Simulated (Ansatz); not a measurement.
LDA, PBE, PBEsol and r²SCAN on BiRu

```yaml
crystal:
  lattice:
    - [0.00000, 2.77474, 2.77474]
    - [2.77474, 0.00000, 2.77474]
    - [2.77474, 2.77474, 0.00000]
  atoms:
    - { symbol: Ru, position: [0.00000, 0.00000, 0.00000] }
    - { symbol: Bi, position: [0.50000, 0.50000, 0.50000] }
```

Atoms are numbered in the order listed.

The cell was built from the rocksalt type and relaxed in the same program, and has space group Fm-3m; it needn't be a known or the stable phase.

Spin polarisation is left out, and whether a magnetic state lies lower isn't shown here.

Spin–orbit coupling is left out, though it moves levels of the heavy atoms by tenths of an eV or more.

One fixed cell is solved with several functionals by PAW (frozen-core files) in Ansatz 0.2.0, scalar-relativistically. A positive pressure means that the functional wants a larger cell.

The PAW files were made with PBE; their cores are remade for each functional.

Numerical set-up: a Γ-centred 10×10×10 k mesh, Fermi–Dirac smearing of 0.05 eV, cutoff 420 eV, no spin polarisation.

Cutoffs: PBE 420 eV, LDA 420 eV, PBEsol 420 eV, r²SCAN 500 eV.

(1) Order the settings by the pressure that they give at this fixed cell, lowest first.
A. PBEsol
B. PBE
C. LDA
D. r²SCAN

Answers

(1) C (-8.21 GPa), A (-5.38 GPa), D (-2.81 GPa), B (0.02 GPa).
